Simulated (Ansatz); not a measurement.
## SiO2: what each run costs

Cell: 12 atoms, space group P4_12_12, a = 4.971 Å, b = 4.971 Å, c = 6.928 Å, α = 90.00°, β = 90.00°, γ = 90.00°.

All runs are DFT with Ansatz 0.2.0 on 1 thread of Intel Xeon Platinum 8488C (Sapphire Rapids) (x86_64; 16 cores open to the job, memory cap 3.0 GiB, no GPU), a shared host.

Problem. Rank the runs by wall time, shortest first.
A. single point at relaxed positions, r2SCAN, gradients read without the response of the cores, 500 eV, 5×5×4 k-points, smearing 0.02 eV
B. single point, PBE, gradients read without the response of the cores, 420 eV, 5×5×4 k-points, smearing 0.02 eV
C. relaxation of the ions, PBE, gradients read without the response of the cores, 420 eV, 5×5×4 k-points, smearing 0.02 eV

Solution. B (10 s, 0.45 GiB), A (20 s, 0.77 GiB), C (31 s, 0.49 GiB).
